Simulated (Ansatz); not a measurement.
Hf$_{2}$Si$_{4}$Mo$_{3}$:
```
Hf2Si4Mo3
1.0
    6.54852     0.00000     0.00000
    0.00000    12.53122     0.00000
    0.00000     0.00000     6.73888
Hf Si Mo
8 16 12
Direct
  0.99391   0.90684   0.17027
  0.00609   0.09316   0.82973
  0.50609   0.09316   0.67027
  0.49391   0.90684   0.32973
  0.49391   0.59316   0.32973
  0.50609   0.40684   0.67027
  0.00609   0.40684   0.82973
  0.99391   0.59316   0.17027
  0.03229   0.25000   0.12278
  0.96771   0.75000   0.87722
  0.46771   0.75000   0.62278
  0.53229   0.25000   0.37722
  0.29905   0.25000   0.86347
  0.70095   0.75000   0.13653
  0.20095   0.75000   0.36347
  0.79905   0.25000   0.63653
  0.16607   0.45696   0.45946
  0.83393   0.54304   0.54054
  0.33393   0.54304   0.95946
  0.66607   0.45696   0.04054
  0.66607   0.04304   0.04054
  0.33393   0.95696   0.95946
  0.83393   0.95696   0.54054
  0.16607   0.04304   0.45946
  0.16729   0.25000   0.51447
  0.83271   0.75000   0.48553
  0.33271   0.75000   0.01447
  0.66729   0.25000   0.98553
  0.32999   0.37695   0.16493
  0.67001   0.62305   0.83507
  0.17001   0.62305   0.66493
  0.82999   0.37695   0.33507
  0.82999   0.12305   0.33507
  0.17001   0.87695   0.66493
  0.67001   0.87695   0.83507
  0.32999   0.12305   0.16493
```

Relaxed with r²SCAN. Special points in fractions of this cell's reciprocal vectors: Γ (0.000, 0.000, 0.000); X (0.500, 0.000, 0.000); S (0.500, 0.500, 0.000); Y (0.000, 0.500, 0.000); Z (0.000, 0.000, 0.500); U (0.500, 0.000, 0.500); R (0.500, 0.500, 0.500); T (0.000, 0.500, 0.500).

**Question.** List the band energies nearest the Fermi level at these points for the program Ansatz at the r²SCAN level (PAW).

**Answer.** In eV from the Fermi level; about four levels below and three above (degenerate sets whole), none deeper than 8.9 eV; points with the same levels are listed once.

```tsv
k	below	above
Γ	-0.29 -0.13 -0.06 -0.05	0.14 0.37 0.44
X	-0.60 -0.60 -0.05 -0.05	0.11 0.11 0.17 0.17
S	-0.01 -0.01 -0.01 -0.01	0.36 0.36 0.36 0.36
Y	-0.21 -0.21 -0.19 -0.19	0.27 0.27 0.27 0.27
Z	-0.54 -0.54 -0.12 -0.12	0.25 0.25 0.28 0.28
U	-0.54 -0.54 -0.47 -0.47	0.25 0.25 0.30 0.30
R	-0.78 -0.78 -0.78 -0.78	0.01 0.01 0.01 0.01
T	-0.46 -0.46 -0.25 -0.25	0.21 0.21 0.26 0.26
```

Space group Pnma. The first step of the workflow began from a Materials Project structure, measured or hypothetical; the Crystallography Open Database copy checked does not list it. Whether it is the stable phase at ambient conditions was not checked. Symmetry was held in the r²SCAN relaxation; its stability against distortions is not shown here. The run is not spin-polarised. Spin–orbit coupling is left out wherever it is not named.

Potentials: the later of the program's two PAW sets.
